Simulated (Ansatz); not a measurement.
## GaIr (Pm-3m): the size of the finite step

```
CELL_PARAMETERS angstrom
2.99840 0.00000 0.00000
0.00000 2.99840 0.00000
0.00000 0.00000 2.99840
ATOMIC_POSITIONS crystal
Ga 0.00000 0.00000 0.00000
Ir 0.50000 0.50000 0.50000
```

Conventional cell: a = 2.998 Å, b = 2.998 Å, c = 2.998 Å, α = 90.00°, β = 90.00°, γ = 90.00°. Ga (atom 1) has 8 Ir at 2.60 Å as nearest neighbours. Ir (atom 2) is surrounded by 8 Ga at 2.60 Å.

Unless marked otherwise, the numbers come from LDA, PAW on Ansatz 0.2.0's default frozen-core files (fitted under PBE), scalar-relativistic. k mesh 16×16×16, strains of ±0.008, Fermi-Dirac smearing of 0.050 eV, cutoff 420 eV. The cell was relaxed by PAW under this functional.

Task: Elastic constants come from stresses at strains of ±0.008 (two-point stencil): C11 = 324.4, C12 = 225.5, C44 = 72.1 GPa. What does an amplitude of 0.04 give?

Result: C11 = 330.7, C12 = 229.2, C44 = 74.5 GPa. A large step picks up anharmonic terms.

Limits of these numbers: frozen-core PAW files fitted under PBE, their cores solved anew for the functional of the run; responses of metals move with mesh and smearing; no spin-orbit coupling on heavy atoms; the softest shear constant rests on one k mesh, and a soft shear can herald a distortion on cooling.
